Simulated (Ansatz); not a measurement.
Theory: DFT r2SCAN, scalar-relativistic, plane waves, PAW in Ansatz.

Structure of Ga:

```
CELL_PARAMETERS angstrom
-2.99370 2.99370 2.99370
2.99370 -2.99370 2.99370
2.99370 2.99370 -2.99370
ATOMIC_POSITIONS crystal
Ga 0.25000 0.62500 0.37500
Ga 0.37500 0.25000 0.62500
Ga 0.75000 0.87500 0.12500
Ga 0.12500 0.75000 0.87500
Ga 0.62500 0.37500 0.25000
Ga 0.87500 0.12500 0.75000
```

Plane waves to 500 eV, a k mesh through Γ of 8×8×8 on the computed 6-atom cell and Gaussian smearing (0.10 eV); no spin polarisation.

Levels along Γ–H–N–Γ–P–H | P–N, in eV from the Fermi level, sorted by energy at each point. Points in fractions of the primitive reciprocal vectors: Γ (0.000 0.000 0.000), H (0.500 -0.500 0.500), N (0.000 0.000 0.500), P (0.250 0.250 0.250).
```tsv
point	k (1/Å, with 2π)	band 37	band 38	band 39	band 40	band 41	band 42	band 43
Γ	0.000	-2.51	-2.51	-2.51	-2.10	-2.10	-2.10	-1.98
-	0.150	-2.74	-2.74	-2.31	-1.38	-1.17	-1.17	-1.16
-	0.300	-2.55	-2.55	-2.16	-0.13	0.16	0.27	0.27
-	0.450	-2.10	-2.10	-1.76	-0.63	1.84	1.90	1.90
-	0.600	-1.44	-1.44	-1.17	-0.99	3.55	3.63	3.63
-	0.750	-0.60	-0.60	-0.39	-0.32	4.16	4.22	4.22
-	0.899	0.41	0.41	0.58	0.63	2.91	2.91	3.00
H	1.049	1.45	1.45	1.75	1.75	1.75	1.75	1.75
-	1.155	0.46	0.46	1.64	1.64	1.79	1.79	2.94
-	1.261	-0.66	-0.66	1.74	1.74	1.92	1.92	4.22
-	1.367	-1.68	-1.68	1.90	1.90	2.14	2.14	4.87
-	1.473	-2.55	-2.55	2.04	2.04	2.44	2.44	3.71
-	1.579	-2.76	-2.76	1.70	1.70	2.80	2.80	2.96
-	1.685	-1.87	-1.87	0.61	0.61	2.98	2.98	3.24
N	1.791	-1.03	-1.03	-0.29	-0.29	3.06	3.06	3.53
-	1.897	-1.42	-1.20	-0.13	0.20	2.21	2.32	3.04
-	2.003	-1.86	-1.62	0.24	0.78	1.23	1.25	2.09
-	2.110	-2.25	-1.99	0.12	0.15	0.33	0.81	2.01
-	2.216	-2.54	-2.27	-0.74	-0.72	-0.24	-0.04	1.39
-	2.321	-2.73	-2.43	-1.53	-1.50	-0.92	-0.88	0.02
-	2.428	-2.73	-2.44	-2.18	-2.07	-1.62	-1.57	-1.26
Γ	2.534	-2.51	-2.51	-2.51	-2.10	-2.10	-2.10	-1.98
-	2.663	-2.44	-2.42	-2.42	-2.21	-1.24	-1.24	-1.19
-	2.793	-2.23	-2.22	-2.22	-2.07	0.02	0.15	0.15
-	2.923	-1.89	-1.89	-1.89	-1.78	1.22	1.66	1.66
-	3.053	-1.44	-1.44	-1.42	-1.39	1.80	2.11	2.11
-	3.183	-0.94	-0.89	-0.89	-0.87	1.47	1.47	1.73
-	3.312	-0.54	-0.34	-0.34	-0.34	0.88	0.88	1.69
P	3.442	-0.31	-0.31	-0.31	-0.31	0.57	0.57	2.02
-	3.572	-1.25	-0.24	0.31	0.31	0.85	0.85	2.36
-	3.702	-2.46	-0.20	0.30	0.30	1.91	1.91	3.14
-	3.832	-3.53	-0.08	0.34	0.34	3.17	3.17	3.73
-	3.962	-3.28	0.14	0.49	0.49	3.58	3.96	3.96
-	4.091	-1.81	0.48	0.78	0.78	2.93	3.20	3.20
-	4.221	-0.14	0.94	1.20	1.20	2.20	2.42	2.42
H	4.351	1.45	1.45	1.75	1.75	1.75	1.75	1.75
P	4.351	-0.31	-0.31	-0.31	-0.31	0.57	0.57	2.02
-	4.426	-0.38	-0.38	-0.02	-0.02	0.66	0.66	1.99
-	4.501	-0.52	-0.52	0.00	0.00	0.98	0.98	2.14
-	4.576	-0.69	-0.69	-0.08	-0.08	1.40	1.40	2.40
-	4.651	-0.83	-0.83	-0.16	-0.16	1.87	1.87	2.72
-	4.726	-0.94	-0.94	-0.23	-0.23	2.37	2.37	3.06
-	4.801	-1.00	-1.00	-0.28	-0.28	2.83	2.83	3.37
N	4.876	-1.03	-1.03	-0.29	-0.29	3.06	3.06	3.53
```

This form isn't the element's structure at ambient conditions.

Cost: 1 run of about 2.9 core-minutes, on Arm Neoverse V1 (shared hosts).